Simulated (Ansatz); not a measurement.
SiNi:
```yaml
crystal:
  lattice:
    - [5.08533, 0.00000, 0.00000]
    - [0.00000, 3.36403, 0.00000]
    - [0.00000, 0.00000, 5.51961]
  atoms:
    - { symbol: Si, position: [0.82114, 0.75000, 0.58717] }
    - { symbol: Si, position: [0.17886, 0.25000, 0.41283] }
    - { symbol: Si, position: [0.67886, 0.25000, 0.08717] }
    - { symbol: Si, position: [0.32114, 0.75000, 0.91283] }
    - { symbol: Ni, position: [0.50935, 0.25000, 0.68741] }
    - { symbol: Ni, position: [0.49065, 0.75000, 0.31259] }
    - { symbol: Ni, position: [0.99065, 0.75000, 0.18741] }
    - { symbol: Ni, position: [0.00935, 0.25000, 0.81259] }
```

Relaxed with PBEsol.

**Question.** Which orbitals make up the states near the Fermi level in DFT-PBEsol in the program Ansatz with PAW potentials?

**Answer.** Within 0.5 eV of the Fermi level: Ni 3d 48 %, Si 3p 36 %, Si 3s 10 %. Projections are on Löwdin-orthogonalised atomic valence shells; empty p or d shells of many metals are not among them.

**Question.** Tabulate the density of states.

**Answer.** States/eV per cell of 8 atoms, in 0.25 eV bins, energy from the Fermi level.

```
E (eV)  total  Ni 3d  Si 3p  Si 3s
------  -----  -----  -----  -----
-7.85    2.62   0.50   0.38   1.54
-7.60    2.00   0.44   0.25   1.20
-7.35    0.29   0.08   0.03   0.18
-7.10    0.00   0.00   0.00   0.00
-6.85    0.74   0.14   0.47   0.05
-6.60    1.98   0.46   1.14   0.17
-6.35    3.50   0.95   1.88   0.32
-6.10    3.37   0.98   1.83   0.28
-5.85    3.30   1.10   1.63   0.29
-5.60    3.19   1.16   1.45   0.28
-5.35    3.79   1.62   1.56   0.29
-5.10    4.53   2.19   1.67   0.30
-4.85    3.51   1.84   1.23   0.19
-4.60    4.25   2.38   1.41   0.18
-4.35    7.05   4.44   2.02   0.18
-4.10   10.08   7.13   2.30   0.15
-3.85   13.89  11.02   2.08   0.20
-3.60   12.92  10.62   1.79   0.13
-3.35   12.48  10.35   1.56   0.17
-3.10   14.02  11.68   1.71   0.13
-2.85   14.70  12.60   1.48   0.11
-2.60   11.35   9.86   1.08   0.07
-2.35   15.33  14.06   0.76   0.09
-2.10   15.67  14.31   0.80   0.16
-1.85    7.42   6.29   0.76   0.14
-1.60    7.44   5.55   1.26   0.28
-1.35    5.30   3.19   1.53   0.22
-1.10    3.60   1.84   1.29   0.19
-0.85    2.54   1.48   0.79   0.11
-0.60    2.17   1.30   0.62   0.14
-0.35    2.00   1.10   0.63   0.17
-0.10    1.97   0.97   0.69   0.19
0.15     2.26   1.03   0.85   0.23
0.40     2.39   1.01   0.94   0.26
0.65     3.35   1.30   1.39   0.38
0.90     3.15   1.11   1.36   0.36
1.15     2.31   0.74   1.07   0.28
1.40     2.70   0.81   1.20   0.40
1.65     3.57   1.02   1.51   0.58
1.90     3.34   0.88   1.57   0.49
2.15     2.89   0.69   1.42   0.38
2.40     2.87   0.64   1.42   0.35
2.65     2.88   0.59   1.46   0.34
2.90     2.54   0.47   1.30   0.29
3.15     2.53   0.42   1.34   0.27
3.40     3.47   0.54   1.86   0.32
3.65     3.50   0.49   1.91   0.30
3.90     3.35   0.41   1.76   0.29
4.15     3.75   0.41   1.94   0.32
4.40     3.15   0.31   1.59   0.23
4.65     3.27   0.30   1.67   0.21
```

Space group Pnma. The PBEsol relaxation kept the symmetry of its start. No spin polarisation was allowed.

Potentials: the earlier of the program's two PAW sets. The files were generated under PBE; for other functionals the program regenerates the frozen cores, and for LDA and PBEsol the local potential too.
